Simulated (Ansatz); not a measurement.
La$_{2}$CN$_{3}$Cl:
```yaml
crystal:
  lattice:
    - [4.81564, -6.72351, 0.00000]
    - [4.81564, 6.72351, 0.00000]
    - [0.00000, 0.00000, 3.94604]
  atoms:
    - { symbol: La, position: [0.78840, 0.78840, 0.50000] }
    - { symbol: La, position: [0.21160, 0.21160, 0.50000] }
    - { symbol: La, position: [0.63808, 0.36192, 0.00000] }
    - { symbol: La, position: [0.36192, 0.63808, 0.00000] }
    - { symbol: C, position: [0.00000, 0.50000, 0.50000] }
    - { symbol: C, position: [0.50000, 0.00000, 0.50000] }
    - { symbol: N, position: [0.34405, 0.34405, 0.00000] }
    - { symbol: N, position: [0.65595, 0.65595, 0.00000] }
    - { symbol: N, position: [0.14960, 0.50451, 0.50000] }
    - { symbol: N, position: [0.85040, 0.49549, 0.50000] }
    - { symbol: N, position: [0.50451, 0.14960, 0.50000] }
    - { symbol: N, position: [0.49549, 0.85040, 0.50000] }
    - { symbol: Cl, position: [0.12267, 0.87733, 0.00000] }
    - { symbol: Cl, position: [0.87733, 0.12267, 0.00000] }
```

The program Ansatz at the r²SCAN level (PAW) gives a gap of 2.11 eV without spin–orbit coupling, maximum at Z, minimum at Y.

### Question
What happens when spin–orbit coupling is switched on?

### Answer
The gap stays essentially unchanged, to 2.11 eV; maximum at Z, minimum at Y.

### Question
Give the electron effective mass with spin–orbit coupling.

### Answer
0.85, 0.85, 1.3 mₑ (principal values).

### Question
Give the hole effective mass with spin–orbit coupling.

### Answer
0.71, 1.7, 2.3 mₑ (principal values).

Space group Cmmm. The first step of the workflow began from a Materials Project structure, measured or hypothetical; the Crystallography Open Database files this formula in space group No. 65, but the cells were not matched. Whether it is the stable phase at ambient conditions was not checked. The cell was relaxed with r²SCAN under the symmetry of its start; its stability against distortions is not shown here.

Potentials: the later of the program's two PAW sets.
